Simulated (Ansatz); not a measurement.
LaOF (space group R-3m)

```xyz
6
Lattice="2.0066 1.1585 6.6892 -2.0066 1.1585 6.6892 0.0000 -2.3170 6.6892" Properties=species:S:1:pos:R:3 pbc="T T T"
La     0.0000     0.0000    14.8854
La     0.0000     0.0000     5.1823
O      0.0000     0.0000    12.5043
O      0.0000     0.0000     7.5634
F      0.0000     0.0000    17.4793
F      0.0000     0.0000     2.5884
```

Grid over V/V₀ and (c/a)/(c/a)₀, subscript 0 meaning the relaxed cell; the conventional c axis lies along z; no internal relaxation.

All values below come from PBEsol (plane waves to 420 eV, PAW, scalar-relativistic; Ansatz, a quantum-chemistry and plane-wave program). k mesh 10×10×10 (Γ-centred), Fermi-Dirac smearing 0.05 eV. Stress and pressure are positive under compression. As the atoms are clamped, bonds stretch with the cell, which overstates energies and stresses. LaOF is run without spin polarisation. LaOF was relaxed with its symmetry unable to fall. 

```
σzz (GPa)             V/V₀ = 0.920  V/V₀ = 0.960  V/V₀ = 1.000  V/V₀ = 1.040  V/V₀ = 1.080
--------------------  ------------  ------------  ------------  ------------  ------------
(c/a)/(c/a)₀ = 0.880           ___           ___           ___           8.6           2.7
(c/a)/(c/a)₀ = 0.940          21.7          13.1           6.1           0.4          -4.2
(c/a)/(c/a)₀ = 1.000          12.8           ___           0.0          -4.6          -8.2
(c/a)/(c/a)₀ = 1.060           7.1           1.2          -3.6          -7.3         -10.4
(c/a)/(c/a)₀ = 1.120           3.9          -1.3          -5.4          -8.7         -11.2
```

### Question
What belongs in the gaps?

### Answer

- (c/a)/(c/a)₀ = 0.880, V/V₀ = 0.920: 35.3
- (c/a)/(c/a)₀ = 0.880, V/V₀ = 0.960: 24.6
- (c/a)/(c/a)₀ = 0.880, V/V₀ = 1.000: 15.8
- (c/a)/(c/a)₀ = 1.000, V/V₀ = 0.960: 5.7

(Under strain, the slope of the energy per volume gives the stress and its curvature an elastic modulus.)
